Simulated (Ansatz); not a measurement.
CaPb, in the lowest among the structures calculated here: P4/mmm (No. 123), tP2; a = b = 3.581 Å, c = 4.588 Å, α = β = γ = 90.00°; Ca 1a (0.000, 0.000, 0.000); Pb 1d (0.500, 0.500, 0.500). All values below come from r2SCAN (plane waves to 500 eV, PAW, scalar-relativistic; Ansatz, a first-principles code). Element references, the lowest calculated here: Ca (Fm-3m), Pb (Fm-3m).

Total energies (eV/atom, σ → 0; comparable only within this code, potentials and settings):

```csv
phase,E (eV/atom)
CaPb (P4/mmm),-6871.925
Ca (Fm-3m),-1821.674
Pb (Fm-3m),-11920.858
```

Task: What is the formation energy of this P4/mmm form of CaPb from the elements?

Result: E_f = -6871.925 − [1 × (-1821.674) + 1 × (-11920.858)] / 2 = -0.66 eV/atom (-1.3 eV per formula unit).

Static energies, no anion corrections, no zero-point energy. Values are rounded to 0.01 eV/atom. Spin-orbit coupling is missing from these energies, which matters for elements this heavy. The compounds carry no spin polarisation.
